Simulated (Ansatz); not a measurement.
The start is a generated trial cell of Hf in the AFLOW prototype A_oF8_70_a. A full variable-cell relaxation at zero pressure is run with r2SCAN (plane waves to 500 eV, PAW, scalar-relativistic; Ansatz, an electronic-structure program). The first steps use a coarse 12×12×12 k-mesh.

Initial structure:
```
CELL_PARAMETERS angstrom
      0.00000     2.85485     5.02947
      1.56333     0.00000     5.02947
      1.56333     2.85485     0.00000
ATOMIC_POSITIONS crystal
  Hf 0.25000 0.25000 0.25000
  Hf 0.00000 0.00000 0.00000
```

By how much does the energy per atom fall from start to end?

0.01 eV/atom.

How do the shortest distances between atoms change?

The closest pairs of elements (up to four, under 3.6 Å), start → end: Hf–Hf 3.00 → 3.02 Å.

Is the relaxed structure metallic? Give its gap.

No gap (metallic).

Write out the relaxed structure.


Space group Fddd, origin choice 1 (No. 70); a = 3.129 Å, b = 5.529 Å, c = 10.280 Å, α = β = γ = 90.00°

| atom | site | symmetry | x | y | z |
|---|---|---|---|---|---|
| Hf | 8a | 222 | 0.0000 | 0.0000 | 0.0000 |
(The calculation used a cell of 2 atoms; values per cell refer to that cell.)

The space group stays Fddd (No. 70) (the run could not lower it); the end is AFLOW prototype A_oF8_70_a, with 2 atoms in the primitive cell. Final values are on a 18×18×18 k-mesh of the relaxed cell. No spin polarisation in the result.

The run could not lose the symmetry of its start, so the end can be a saddle point.

All atoms sit on sites fixed by symmetry, so only the cell could relax.

The relaxed structure here is a generated cell of Hf: the first start was made by placing the elements on the sites of a structure type, and the end was not matched to a known phase here, so it may be hypothetical. Known forms of Hf include space group No. 194.
